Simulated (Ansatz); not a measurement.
Ta (bcc, W type)

```
Ta
1.0
   -3.31974     3.31974     3.31974
    1.65987    -1.65987     1.65987
    1.65987     1.65987    -1.65987
Ta
2
Direct
  0.00000   0.00000   0.00000
  0.50000   0.00000   0.00000
```

A phonon eigenvector at N = (0.5, 0.0, 0.0) is frozen into this cell: atom i moves by Q times the vector below, so Q is the largest atomic displacement, in Å. The cell is held. (q is in reciprocal vectors of the primitive cell; the cell shown is doubled to hold the pattern.)

| atom | x | y | z |
|---|---|---|---|
| Ta1 | 1.000 | 0.000 | 0.000 |
| Ta2 | -1.000 | 0.000 | 0.000 |

Calculation: PBE (plane waves to 420 eV, PAW, scalar-relativistic; Ansatz, a first-principles code). k mesh 10×20×20 (Γ-centred), Fermi-Dirac smearing 0.05 eV. The energy includes the smearing's −TS. Compression counts positive. With partly filled bands, energies and forces of such displacements shift with the k mesh and the smearing. Spin-orbit coupling is left out, though Ta is heavy. Ta is run without spin polarisation. Ta was relaxed with its symmetry unable to fall. The PAW data are Ansatz's earlier set. The zero of ΔE is the undisplaced structure.

Question: Predict the ΔE (meV/cell) and P (GPa) at Q (Å) = -0.100, -0.083, -0.050, -0.017, 0.050.

Answer: 
```json
[
 {"Q (Å)": "-0.100", "ΔE (meV/cell)": "132", "P (GPa)": "0.7"},
 {"Q (Å)": "-0.083", "ΔE (meV/cell)": "93", "P (GPa)": "0.5"},
 {"Q (Å)": "-0.050", "ΔE (meV/cell)": "35", "P (GPa)": "0.2"},
 {"Q (Å)": "-0.017", "ΔE (meV/cell)": "4", "P (GPa)": "0.0"},
 {"Q (Å)": "0.050", "ΔE (meV/cell)": "35", "P (GPa)": "0.2"}
]
```

(For displaced atoms, the force is minus the slope of the energy, and its curvature is a force constant, which sets phonon frequencies.)
